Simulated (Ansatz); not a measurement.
TaBeB: strain energy, fitted

TaBeB, P-6m2, a = 3.246 Å, c = 3.244 Å. The structure is a Materials Project entry; whether it is the stable form wasn't checked. Ansatz: r2SCAN, PAW, 500 eV, Γ-centred 15×15×14 mesh on 3 atoms, Gaussian smearing 0.10 eV; no spin polarisation. Series: strain along c alone, the other axes held, atoms fixed by symmetry; x is the strain in per cent. y is the free energy over the unstrained cell, V0 = 9.870 Å³/atom.

| x (%) | y (meV/atom) |
| --- | --- |
| -4.5 | ? |
| -3.0 | 15.06 |
| -1.5 | 3.67 |
| 0.0 | 0.00 |
| 1.5 | 3.45 |
| 3.0 | 13.44 |
| 4.5 | 29.59 |

Problem. Fit y = c2 x² + c3 x³ to the other rows, turn c2 into a modulus, and predict the missing energy.

Solution. Least squares on the rows shown. y = 1.5868 x² − 0.028218 x³. In eV per unit strain² c2 is 15.87; this is C33 with relaxed ions (E = ½ C33 V0 ε²): 2 × 15.87 × 160.2 / (9.870) = 515 GPa. At x = -4.5 the fit asked for gives 34.70 meV/atom. The run gave 34.65 meV/atom, so the fit is 0.05 meV/atom too high, within twice the rms miss on the fitted rows (0.04 meV/atom).

Spin–orbit coupling is left out, which can shift energies with elements as heavy as these.